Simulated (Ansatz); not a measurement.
Here is the system:

Hf2Cu:
```cif
data_CuHf2
_chemical_formula_sum 'Hf2 Cu1'
_space_group_name_H-M_alt 'P 1'
_space_group_IT_number 1
_cell_length_a 5.93417
_cell_length_b 5.93417
_cell_length_c 5.93417
_cell_angle_alpha 149.329
_cell_angle_beta 149.329
_cell_angle_gamma 43.928
loop_
_space_group_symop_operation_xyz
  'x, y, z'
loop_
_atom_site_label
_atom_site_type_symbol
_atom_site_fract_x
_atom_site_fract_y
_atom_site_fract_z
_atom_site_occupancy
Hf1 Hf 0.34422 0.34422 0.00000 1
Hf2 Hf 0.65578 0.65578 0.00000 1
Cu1 Cu 0.00000 0.00000 0.00000 1
```

This is the PBEsol-relaxed structure.

Q: All from PBEsol (plane waves, PAW; program Ansatz), unless another level is named. Predict the formation energy from the elements (no fitted shifts).

A: -0.16 eV/atom.

Q: Next, the density of states at the Fermi level?

A: 0.45 states/eV per atom (mean over ±0.08 eV).

Space group I4/mmm (MoSi2 or CaC2 type). The workflow started from a Materials Project entry (that database holds measured and hypothetical structures alike); the Crystallography Open Database files this formula in space group No. 139, but the cells were not matched. Its standing as an ambient phase is unchecked. The cell was relaxed with PBEsol under the symmetry of its start; of distortions, only those at the zone centre were tested. The run is not spin-polarised. The references are the lowest solids computed at this level, not always the standard phases. Scalar-relativistic: spin–orbit coupling is off unless named, which matters more the heavier the elements.

Potentials: the later of the program's two PAW sets.
